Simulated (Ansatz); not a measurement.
Consider the following.

HfPt3:
```cif
data_Hf4Pt12
_chemical_formula_sum 'Hf4 Pt12'
_space_group_name_H-M_alt 'P63/mmc'
_space_group_IT_number 194
_space_group_name_Hall '-P 6c 2c'
_cell_length_a 5.63789
_cell_length_b 5.63789
_cell_length_c 9.20358
_cell_angle_alpha 90.000
_cell_angle_beta 90.000
_cell_angle_gamma 120.000
loop_
_atom_site_label
_atom_site_type_symbol
_atom_site_symmetry_multiplicity
_atom_site_Wyckoff_symbol
_atom_site_fract_x
_atom_site_fract_y
_atom_site_fract_z
_atom_site_occupancy
Hf1 Hf 2 a 0.00000 0.00000 0.00000 1
Hf2 Hf 2 c 0.33333 0.66667 0.25000 1
Pt1 Pt 6 g 0.50000 0.50000 0.50000 1
Pt2 Pt 6 h 0.33946 0.16973 0.25000 1
```

This is the PBEsol-relaxed structure.

Problem. All from DFT-PBEsol in the program Ansatz with PAW potentials, unless another level is named. Give the formation energy from the elements (no fitted shifts).

Solution. -1.10 eV/atom.

Problem. Give the density of states at the Fermi level.

Solution. 0.08 states/eV per atom (mean over ±0.08 eV).

Space group P6_3/mmc. The first step of the workflow began from a Materials Project structure, measured or hypothetical; the Crystallography Open Database files this formula in space group No. 194, but the cells were not matched. Whether it is the stable phase at ambient conditions was not checked. The PBEsol relaxation kept the symmetry of its start; its stability against distortions is not shown here. The run is not spin-polarised. The references are the lowest solids computed at this level, not always the standard phases. Scalar-relativistic: spin–orbit coupling is off unless named, which matters more the heavier the elements.

Potentials: the later of the program's two PAW sets.
